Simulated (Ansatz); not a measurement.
HfH2: frozen-core PAW against all-electron methods

```yaml
crystal:
  lattice:
    - [-1.73900, 1.73900, 2.18050]
    - [1.73900, -1.73900, 2.18050]
    - [1.73900, 1.73900, -2.18050]
  atoms:
    - { symbol: Hf, position: [0.00000, 0.00000, 0.00000] }
    - { symbol: H, position: [0.75000, 0.25000, 0.50000] }
    - { symbol: H, position: [0.25000, 0.75000, 0.50000] }
```

Atoms are numbered in the order listed.

Conventional cell: a = 3.478 Å, b = 3.478 Å, c = 4.361 Å, α = 90.00°, β = 90.00°, γ = 90.00°. Around Hf (atom 1) lie 8 H at 2.05 Å. Around H (atom 2) lie 4 Hf at 2.05 Å and 2 H at 2.18 Å.

The cell comes from COD entry 2310961, which wasn't checked; take it as a given geometry.

Spin–orbit coupling is left out, though it moves levels of the heavy atoms by tenths of an eV or more.

Methods: DFT, LDA, PAW with Ansatz's default frozen-core files, scalar-relativistic (Ansatz 0.2.0); DFT, LDA, all-electron LAPW, scalar-relativistic (Ansatz 0.2.0).

For PAW: a Γ-centred 12×12×12 k mesh, Fermi–Dirac smearing of 0.03 eV, cutoff 420 eV, no spin polarisation; the PAW files were made with PBE, and the program remakes their frozen cores for this functional. LAPW targets a basis error of 0.5 meV/atom. The Ansatz runs share mesh, smearing and spin set-up. Plane-wave (PAW) pressures include the program's estimate of the Pulay term.

Stress and pressure are positive in compression.

Levels count from the Fermi level.

PAW results:

```json
{"quantity": "pressure (GPa)", "PAW": "-8.39"}
{"quantity": "stress xx (GPa)", "PAW": "-8.03"}
{"quantity": "stress zz (GPa)", "PAW": "-9.10"}
{"quantity": "highest filled level at P (eV)", "PAW": "-2.379"}
{"quantity": "lowest empty level at P (eV)", "PAW": "1.173"}
{"quantity": "highest filled level at Γ (eV)", "PAW": "-0.488"}
{"quantity": "lowest empty level at Γ (eV)", "PAW": "0.282"}
```

Question: What does full-potential LAPW give for the same quantities?

Answer: 
```
                      quantity    LAPW
                pressure (GPa)   -8.36
               stress xx (GPa)   -8.00
               stress zz (GPa)   -9.07
highest filled level at P (eV)  -2.380
  lowest empty level at P (eV)   1.172
highest filled level at Γ (eV)  -0.488
  lowest empty level at Γ (eV)   0.282
```
